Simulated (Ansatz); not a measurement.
A scan (energy against volume; even scaling of the relaxed cell, symmetry kept) gave these values. Method: r2SCAN (plane waves to 500 eV, PAW, scalar-relativistic; Ansatz, a program for electronic structure).

Bulk modulus B₀ (third-order Birch-Murnaghan fit): 218 GPa
Pressure derivative B₀′ (fit): 5.0
Equilibrium volume of the fit: 15.74 Å³/atom

Task: Of these crystals, all scanned alike, which one is it?
A. CsHgCl₃ (cubic perovskite)
B. YPb₃ (Cu3Au type)
C. ScPt₃ (Cu3Au type)
D. C (diamond)

Result: C, ScPt₃ (Cu3Au type). The others have, for the bulk modulus: YPb3 54.5 GPa, CsHgCl3 33.9 GPa, C 451 GPa

All were relaxed with their symmetry unable to fall. At this level the bands of CsHgCl3 touch or barely overlap. ScPt3 is run without spin polarisation. Spin-orbit coupling is left out. YPb3 is run without spin polarisation.

(Under strain, the slope of the energy per volume gives the stress and its curvature an elastic modulus.)
